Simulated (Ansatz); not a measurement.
Input file for Ansatz (an electronic-structure program):

Ansatz 0.2 input:
```yaml
crystal:
  lattice:
    - [0.0, 3.1465226561, 3.1465226561]
    - [3.1465226561, 0.0, 3.1465226561]
    - [3.1465226561, 3.1465226561, 0.0]
  atoms:
    - { symbol: K, position: [0.0, 0.0, 0.0] }
    - { symbol: Cl, position: [0.5, 0.5, 0.5] }
kpoints:
  mp_grid: { grid: [8, 8, 8] }
hamiltonian:
  xc: r2scan
  pseudopotentials: { kind: paw }
scf:
  occupations: { method: fixed }
checkpoint: { read: static.run }
output: { write_density: true, elf: true, volumetric_format: npy }
```

Output (shortened):

```
Pseudopotential: K, paw, valence charge 9
Pseudopotential: Cl, paw, valence charge 7
Functional definition: r2SCAN
Crystal: 2 atoms, lattice volume = 62.305 Å³
Basis set: ecut = 500 eV, 1591 PW (Γ), exchange–correlation on 144×144×144 points (64 copies of the dense FFT grid, shifted against one another)
Bands: 12, of which v1, the nominal top of the filled ones, is band 8 counted from 1 (7 counted from 0)
Symmetry: 48 space group operations
Space group: Fm-3m (ITA 225), of the structure as read, at distance tolerance 4.0e-5 Å
k-points: 29 of 512
Stability of the state it starts from, as read at its close in the unpolarized treatment …
iter 1 solved again at ethr=3.73e-7 eV; its pass at ethr=3.10e-3 eV (dr2=5.96e-5 eV) is discarded
SCF iter   1: F=—  HF=-2630.473114 eV  |F-HF|=—  |Δ(HF+E_count)|=         —  Δρ=1.32e-6  dr2=7.44e-10  dr2_τ=2.67e-10  ethr=3.73e-7  ⟨swp⟩=2.3  Hψ=2761  notcnv=0  defer=55
preconditioner: auto → none
SCF iter   2: F=-2630.473114 eV  HF=-2630.473114 eV  |F-HF|=3.03e-10  |Δ(HF+E_count)|=   8.97e-9  Δρ=9.72e-7  dr2=4.55e-10  dr2_τ=3.38e-10  ethr=4.65e-12  ⟨swp⟩=8.2  Hψ=2191  notcnv=0
SCF 1 converged in 2 iterations: F = -2630.473114 eV  dr2 = 4.55e-10
SCF converged after 2 iterations
Free energy (F): -2630.473114 eV
Harris-Foulkes:  -2630.473114 eV  (|F-HF|=3.03e-10)
Internal energy: -2630.473114 eV  (E = F + TS)
E sigma→0 (E₀):  -2630.473114 eV
Fermi energy:    0.433722 eV
--- Per-component energies (eV) ---
  E_band       = -142.742589
  E_kinetic    = 415.665692
  E_local      = -833.692115  (includes V_loc(G=0)·N_el)
  E_nonlocal   = 40.797667
  E_hartree    = 279.416474
  E_xc         = -238.875822
  E_vxc        = -322.310779  (∫ρ·V_xc dr)
  E_paw        = -1454.445846  (= ΣΔE_a)
  E_vpaw       = -20.489207  (= ΣTr[D̂ρ^β])
  E_aug_tail   = 0.000035  (compensation charges beyond the density's cutoff)
  E_vtau       = 18.452646  (kinetic-family band-sum trace: ∫τ·v_τ [+ j·A + Jᵃ·Aᵃ] dr)
  E_ewald      = -839.006605
  E_core_change = -0.332592  (= ΣΔE_core)
  E_smearing   =  0.000000  (= −TS)
  E_closure    = 0.000000  (closes the sum)
  Σ components = -2630.473114   (vs F -2630.473114, Δ=0.00e0)
  [band-id]    e_kinetic+e_local+e_nonlocal+2·e_hartree+e_vxc+e_vpaw+e_augmentation_tail+e_vtau = -142.743115   (vs E_band -142.742589, Δ=-5.26e-4)
--- Band table (eV; the first three rows and the last of 29) ---
  k-point 0: bands = ["-27.7620", "-12.2289", "-10.4530", "-10.4530", "-10.4530", "0.4337", "0.4337", "0.4337", "6.2593", "9.4475", "9.4475", "9.4475"]
  k-point 1: bands = ["-27.7604", "-12.2539", "-10.4542", "-10.4542", "-10.4195", "0.2488", "0.3837", "0.3837", "6.6334", "9.2992", "9.6504", "9.6504"]
  k-point 2: bands = ["-27.7567", "-12.3110", "-10.4571", "-10.4571", "-10.3416", "-0.1438", "0.2669", "0.2669", "7.5120", "9.1732", "10.2276", "10.2276"]
  k-point 28: bands = ["-27.7483", "-12.2113", "-10.5514", "-10.5514", "-10.3746", "-0.0482", "-0.0433", "-0.0433", "9.0118", "9.0118", "10.7710", "11.1587"]
```

Cost: very roughly 2.9 core-seconds on shared cores.

Symmetry was held in the r²SCAN relaxation; phonons on a q-mesh show no instability.

Potentials: the later of the program's two PAW sets.

Ansatz is a plane-wave DFT program.
